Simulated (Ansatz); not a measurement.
Input and command of a plane-wave DFT calculation in Ansatz:

```yaml
crystal:
  lattice:
    - [-1.5723515022, 2.7233926892, 0.0]
    - [0.0, 0.0, 4.8589526725]
    - [4.7170545066, 2.7233926892, 0.0]
  atoms:
    - { symbol: Li, position: [0.5, 0.5, 0.1666666667] }
    - { symbol: Li, position: [0.0, 0.5, 0.6666666667] }
    - { symbol: Li, position: [0.0, 0.5, 0.3333333333] }
    - { symbol: Li, position: [0.5, 0.5, 0.8333333333] }
    - { symbol: Ta, position: [0.5, 0.0, 0.5] }
    - { symbol: Ta, position: [0.0, 0.0, 0.0] }
basis:
  ecutwfc: 420
kpoints:
  mp_grid: { grid: [8, 6, 4] }
hamiltonian:
  xc: pbe
scf:
  occupations: { method: gaussian, width: 0.1 }
output:
  forces: true
  stress: true
  eigenvalues: true
```

```bash
ansatz run input.yaml --threads 1 --pin off --max-ram 2560MiB --backend cpu --events-out ev --progress --plain --runs-dir out
```

Processor: Arm Neoverse V2, 1 thread, on a host shared with other jobs.

Task: How long does it run, and how much memory does it take?

Result: About 5.8 s on 1 thread of Arm Neoverse V2 (shared host), peak memory 0.38 GiB. It solves 25 bands at 60 k points (the mesh reduced by the symmetry that the task leaves, which can be less than the crystal's) with about 1617 plane waves, in 7 SCF iterations.
